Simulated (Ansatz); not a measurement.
**Structure relaxation, W**

The start is a generated cell, W placed in the AFLOW prototype A_tP4_129_ac (A_d). A full variable-cell relaxation at zero pressure is run with PBE (plane waves to 420 eV, PAW, scalar-relativistic; Ansatz, a quantum-chemistry and plane-wave program). First-step values are on the input's coarse k-mesh.

Ansatz input (later rounds restart from its end on a renewed k-mesh):
Ansatz 0.2 input:
```yaml
crystal:
  lattice:
    - [4.5015217, 0, 0]
    - [0, 4.5015217, 0]
    - [0, 0, 3.1143875]
  atoms:
    - { symbol: W, position: [0, 0, 0] }
    - { symbol: W, position: [0.5, 0.5, 0] }
    - { symbol: W, position: [0.5, 0, 0.375] }
    - { symbol: W, position: [0, 0.5, 0.625] }
basis: { ecutwfc: 420, ecutrho_ratio: 4, xc_grid: 2, fft_grid_basis: typed }
kpoints: { mp_grid: { grid: [7, 7, 10] } }
hamiltonian:
  xc: pbe
  dispersion: none
  pseudopotentials: { azcp: { folder: ./paw }, kind: paw }
scf: { occupations: { method: fermi_dirac, width: 0.05 } }
relax: { f_tol: 0.01, max_steps: 100, cell: { stress_tol: 0.02 } }
output: { forces: true, stress: true }
```

Q: What is the largest force in the starting geometry, and on which atom (counted from 1)?

A: 6.21 eV/Å, on W3, W4 (atoms numbered as listed).

Q: Does the structure survive the relaxation? Give the final space group.

A: The space group goes from P4/nmm (No. 129) to Im-3m (No. 229); the end is bcc (W type), with 1 atom in the primitive cell.

Q: By how much does the energy per atom fall from start to end?

A: 0.59 eV/atom.

Q: How does the volume per atom move from start to end?

A: +2.3 %, from 15.78 to 16.13 Å³/atom.

Q: What does it relax into? Give the structure.

A: 
```cif
data_W2
_chemical_formula_sum 'W2'
_space_group_name_H-M_alt 'Im-3m'
_space_group_IT_number 229
_space_group_name_Hall '-I 4 2 3'
_cell_length_a 3.18364
_cell_length_b 3.18364
_cell_length_c 3.18364
_cell_angle_alpha 90.000
_cell_angle_beta 90.000
_cell_angle_gamma 90.000
loop_
_atom_site_label
_atom_site_type_symbol
_atom_site_symmetry_multiplicity
_atom_site_Wyckoff_symbol
_atom_site_fract_x
_atom_site_fract_y
_atom_site_fract_z
_atom_site_occupancy
W1 W 2 a 0.00000 0.00000 0.00000 1
```
(The calculation used a cell of 1 atom; values per cell refer to that cell.)

Final values are on a 20×20×20 k-mesh of the relaxed cell. No spin polarisation in the result.

The run could not lose the symmetry of its start.
